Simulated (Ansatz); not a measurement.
A relaxed cell of Al₃BN₂ is given with its symmetry left out. The cell was found from a structure generator's guess, not taken from experiment.

These are results of DFT PBE, scalar-relativistic, plane waves, PAW (Ansatz), not measurements. Cutoff 420 eV, Γ-centred mesh, Gaussian smearing, no spin polarisation.

```yaml
crystal:
  lattice:
    - [2.65247, -2.66010, 0.00000]
    - [2.65247, 2.66010, 0.00000]
    - [0.00000, 0.00000, 5.45353]
  atoms:
    - { symbol: Al, position: [0.00000, 0.00000, 0.50000] }
    - { symbol: Al, position: [0.74531, 0.74531, 0.00000] }
    - { symbol: Al, position: [0.25469, 0.25469, 0.00000] }
    - { symbol: B, position: [0.50000, 0.50000, 0.50000] }
    - { symbol: N, position: [0.24584, 0.75416, 0.00000] }
    - { symbol: N, position: [0.75416, 0.24584, 0.00000] }
```

Energies over the elements count from the elements' standard structures at the same level (N₂ as a molecule), with no fitted energy shifts.

Question: What space group does it have?

Answer: Cmmm (No. 65). Conventional cell: a = 5.305 Å, b = 5.320 Å, c = 5.454 Å. Around Al on a site of symmetry mmm lie 4 B at 2.65–2.66 Å, 4 N at 3.02 Å and 4 Al at 3.04 Å; around Al on a site of symmetry 2mm lie 4 N at 1.88 Å, 4 Al at 2.60–2.70 Å, 2 B at 3.02 Å and 2 Al at 3.04 Å; B is surrounded by 4 Al at 2.65–2.66 Å, 4 Al at 3.02 Å and 4 N at 3.04 Å; N is surrounded by 4 Al at 1.88 Å, 4 N at 2.62–2.70 Å, 2 Al at 3.02 Å and 2 B at 3.04 Å.

Question: How far does it lie from the elements in energy?

Answer: +0.19 eV/atom. It can't be a ground state, since the elements alone are lower.

Question: Is it a metal?

Answer: Yes, bands cross the Fermi level on the 10×10×8 mesh.

The last run used a 10×10×8 mesh (in the run's order of axes) for its 6-atom cell and Gaussian smearing of 0.10 eV. Symmetry constrained the relaxation, so the result can be a saddle point. Another cell of Al3BN2 relaxed alike, in P-3m1, lies 0.79 eV/atom lower, so this cell isn't the stable form at this level.
